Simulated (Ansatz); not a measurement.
TaAs in space group P6/mmm (No. 191; Ta on 3f, As on 1a, As on 2d) at seven volumes, HSE06 in the plane-wave PAW code Ansatz, shape and atoms relaxed at each. One row is withheld.

```csv
V (Å³/atom),P (GPa)
17.518,17.96
18.096,?
18.673,5.24
19.251,0.00
19.828,-4.46
20.406,-8.20
20.983,-11.28
```

Fit the shown pressures and predict the withheld one.

Third-order Birch–Murnaghan: P = (3/2)B₀(x^(7/2) − x^(5/2))[1 + (3/4)(B′ − 4)(x − 1)] with x = (V₀/V)^(2/3). Least squares on the six rows gives V₀ = 19.253 Å³/atom, B₀ = 157.3 GPa, B′ = 4.06. At V = 18.096, x = 1.0422 and P = 11.06 GPa. The run itself gave 11.21 GPa.

A made-up cell: these elements were put on the sites of a structure type; neither database checked (COD, Materials Project) lists it. It is not the phase usual at ambient conditions (space group No. 109). The cell was relaxed with HSE06 under the symmetry of its start; whether a distortion lowers the energy is not shown. The run is not spin-polarised. The hybrid run found no gap, on a coarse k-mesh. Scalar-relativistic: spin–orbit coupling is off unless named, which matters more the heavier the elements.

Potentials: the later of the program's two PAW sets.
